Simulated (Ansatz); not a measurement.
input.yaml (Ansatz)

```yaml
crystal:
  lattice:
    - [-1.6506438735, 1.6506438735, 1.6506438735]
    - [1.6506438735, -1.6506438735, 1.6506438735]
    - [1.6506438735, 1.6506438735, -1.6506438735]
  atoms:
    - { symbol: Hf, position: [0.0, 0.0, 0.0] }
hamiltonian:
  xc: lda
  pseudopotentials:
    kind: paw
    azcp:
      Hf: "pseudopotentials/Hf.paw.azcp"
basis:
  ecutwfc: 420
  fft_grid_basis: typed
kpoints:
  mp_grid: { grid: [14, 14, 14], shift: [0, 0, 0] }
magnetization:
  spin_polarized: false
scf:
  occupations: { method: fermi_dirac, width: 0.1 }
  lower_state_search: "off"
output:
  stress: true
  write_density: true
  write_potential: true
  elf: true
  volumetric_format: npy
```

Output

```
Warning: the record states the generating functional pbe (its physics header spells it `PBE`), which answers neither for hamiltonian.xc's functional nor for the lda family's — results may be inconsistent (PPs are generated against a specific XC)
Engine: ansatz 0.2.0, x86_64-unknown-linux-gnu
Pseudopotentials: kind: paw
Pseudopotential: Hf, paw, valence charge 26, recommended cutoff 420 eV (normal) 
Functional definition: SPW92
  exchange = slater_x
  correlation = pw_c
Crystal: 1 atoms, lattice volume = 17.990 Å³
Basis set: ecut = 420 eV, 369 PW (Γ)
Bands: 17, of which v1, the nominal top of the filled ones, is band 13 counted from 1 (12 counted from 0)
Symmetry: 48 space group operations
Space group: Im-3m (ITA 229), of the structure as read, at distance tolerance 2.6e-5 Å
k-points: 104 of 2744
Non-local potential: Hf, projectors of the file, l = 0: 3, l = 1: 2, l = 2: 2, l = 3: 3
PAW form: soft (Blöchl's): semilocal exchange-correlation on the pseudo side does not see the compensation charge
PAW frozen core: Hf, regenerated for the run's functional, and the local potential with it (the file was generated under x = pbe(κ = 0.804, μ = 0.2195149727645171), c = pbe(β = 0.06672455060314922))
PAW one-centre angular grid: Hf, 590 points (default); XC on 64 Gauss nodes
Initial density: superposition of atomic densities (neutral atoms: chi_scale 0, normalization atom), corrected by the library's trained network
Initial wavefunctions: pseudopotential atomic-orbital guess
Functional: x = slater, c = lda
SCF iter   1: F=—  HF=-15476.617287 eV  |F-HF|=—  |Δ(HF+E_count)|=         —  Δρ=6.30e-3  dr2=3.40e-3  ethr=1.77e-3  ⟨swp⟩=5.3  Hψ=8041  notcnv=0
SCF iter   2: F=—  HF=-15476.616071 eV  |F-HF|=—  |Δ(HF+E_count)|=   1.22e-3  Δρ=4.14e-3  dr2=1.54e-3  ethr=1.31e-5  ⟨swp⟩=2.2  Hψ=3474  notcnv=0
SCF iter   3: F=—  HF=-15476.615847 eV  |F-HF|=—  |Δ(HF+E_count)|=   2.24e-4  Δρ=1.16e-3  dr2=2.09e-4  ethr=5.94e-6  ⟨swp⟩=2.0  Hψ=2928  notcnv=0
SCF iter   4: F=—  HF=-15476.615583 eV  |F-HF|=—  |Δ(HF+E_count)|=   2.64e-4  Δρ=4.09e-4  dr2=2.37e-5  ethr=8.02e-7  ⟨swp⟩=2.1  Hψ=3001  notcnv=0
SCF iter   5: F=—  HF=-15476.615580 eV  |F-HF|=—  |Δ(HF+E_count)|=   2.77e-6  Δρ=5.27e-5  dr2=2.30e-7  ethr=9.10e-8  ⟨swp⟩=2.1  Hψ=3004  notcnv=0
SCF iter   6: F=—  HF=-15476.615579 eV  |F-HF|=—  |Δ(HF+E_count)|=   1.61e-6  Δρ=1.64e-5  dr2=4.15e-8  ethr=3.85e-10  ⟨swp⟩=12.5  Hψ=17527  notcnv=0
SCF iter   7: F=-15476.615578 eV  HF=-15476.615578 eV  |F-HF|=4.76e-8  |Δ(HF+E_count)|=   1.71e-7  Δρ=3.95e-6  dr2=2.15e-9  ethr=1.60e-10  ⟨swp⟩=9.2  Hψ=12168  notcnv=0
SCF 1 converged in 7 iterations: F = -15476.615578 eV  dr2 = 2.15e-9
SCF converged after 7 iterations
Free energy (F): -15476.615578 eV
Harris-Foulkes:  -15476.615578 eV  (|F-HF|=4.76e-8)
Internal energy: -15476.572735 eV  (E = F + TS)
E sigma→0 (E₀):  -15476.594157 eV
Entropy (-TS):   -0.042844 eV (-42.844 meV/atom)
Fermi energy:    24.409940 eV
--- Per-component energies (eV) ---
  E_band       = 172.738537
  E_kinetic    = 434.681977
  E_local      = -4486.962964  (includes V_loc(G=0)·N_el)
  E_nonlocal   = -1231.821277
  E_hartree    = 2159.453187
  E_xc         = -301.014381
  E_vxc        = -271.022725  (∫ρ·V_xc dr)
  E_paw        = -6688.053853  (= ΣΔE_a)
  E_vpaw       = 1408.960784  (= ΣTr[D̂ρ^β])
  E_aug_tail   = -0.000001  (compensation charges beyond the density's cutoff)
  E_ewald      = -5365.312666
  E_core_change = 2.457243  (= ΣΔE_core)
  E_smearing   = -0.042844  (= −TS)
  E_closure    = -0.000000  (closes the sum)
  Σ components = -15476.615578   (vs F -15476.615578, Δ=0.00e0)
--- Stress (GPa, compression-positive) ---
       17.670589      -0.000000       0.000000
        0.000000      17.670589       0.000000
        0.000000      -0.000000      17.670589
  P = ⅓ Tr σ = 17.6706 GPa (176.706 kbar)
--- Band table (eV; the first three rows and the last of 104) ---
  k-point 0: bands = ["-36.6693", "-4.6197", "-4.6197", "-4.6197", "13.3729", "13.3729", "13.3729", "13.5135", "13.5135", "13.5135", "13.5710", "16.7874", "25.9644", "25.9644", "25.9644", "29.4341", "29.4341"]
  k-point 1: bands = ["-36.6606", "-4.7110", "-4.6464", "-4.6205", "13.3751", "13.3776", "13.3779", "13.5086", "13.5117", "13.5117", "13.5643", "17.0357", "25.7915", "25.9051", "26.2136", "29.1425", "29.4295"]
  k-point 2: bands = ["-36.6363", "-4.9603", "-4.7205", "-4.6230", "13.3809", "13.3912", "13.3922", "13.4954", "13.5035", "13.5072", "13.5498", "17.7289", "25.3450", "25.6327", "26.9468", "28.7189", "29.4449"]
  k-point 103: bands = ["-36.3640", "-5.7392", "-5.7392", "-5.7392", "13.3516", "13.4382", "13.4382", "13.4382", "13.5309", "13.5309", "13.5309", "20.7562", "20.7562", "32.8625", "32.8625", "32.8625", "33.6964"]
```

Launched by

```sh
ansatz run input.yaml --threads 2 --pin off --max-ram 5120MiB --backend cpu --events-out ev --progress --plain --runs-dir out
```

On 2 threads of Intel(R) Xeon(R) Platinum 8259CL CPU @ 2.50GHz (Skylake/Cascade Lake) (shared host) this took about 3 s of wall time and 5.3 s of CPU time.
